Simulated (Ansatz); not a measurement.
Bands of YSi$_{2}$

```xyz
3
Lattice="3.8300 0.0000 0.0000 -1.9150 3.3169 0.0000 0.0000 0.0000 4.1400" Properties=species:S:1:pos:R:3 pbc="T T T"
Y     0.0000    0.0000    0.0000
Si    0.0000    2.2113    2.0700
Si    1.9150    1.1056    2.0700
```

Atom numbers follow the list: Y1, Si2, Si3.

The cell comes from COD entry 4344493, which wasn't checked; take it as a given geometry.

Spin polarisation is left out, and whether a magnetic state lies lower isn't shown here.

Theory: DFT, PBEsol, all-electron LAPW, scalar-relativistic (Ansatz 0.2.0).

Numerical set-up: a Γ-centred 12×12×10 k mesh, Fermi–Dirac smearing of 0.05 eV, basis error target 1 meV/atom, no spin polarisation.

Points in fractions of the reciprocal vectors of this cell: Γ (0, 0, 0), M (0.5, 0, 0), K (0.333, 0.333, 0), A (0, 0, 0.5), L (0.5, 0, 0.5), H (0.333, 0.333, 0.5). The path runs Γ–M–K–Γ–A–L–H–A–L. Energies are in eV from the Fermi level; (×n) counts levels within 4 meV of each other, which need not be degenerate by symmetry.

(1) Is there a gap?

(2) List the levels between -8 and 1 eV at the symmetry points.

## Answers

(1) none: with an odd electron count and no spin polarisation the bands can't all be full, a metal in this set-up (in compounds, spin order or a distortion in a larger cell can open a gap).

(2) 
Γ: -3.36 (×2), -3.18, -2.06, 0.14
M: -4.15, -3.37, -2.71, 0.34
K: -6.78, -2.37 (×2), 0.88 (×2)
A: -6.56, -2.64 (×2), -0.93 (×2), 0.64 (×2)
L: -4.79, -3.60, -3.32, -0.33
H: -5.64, -3.10 (×2)
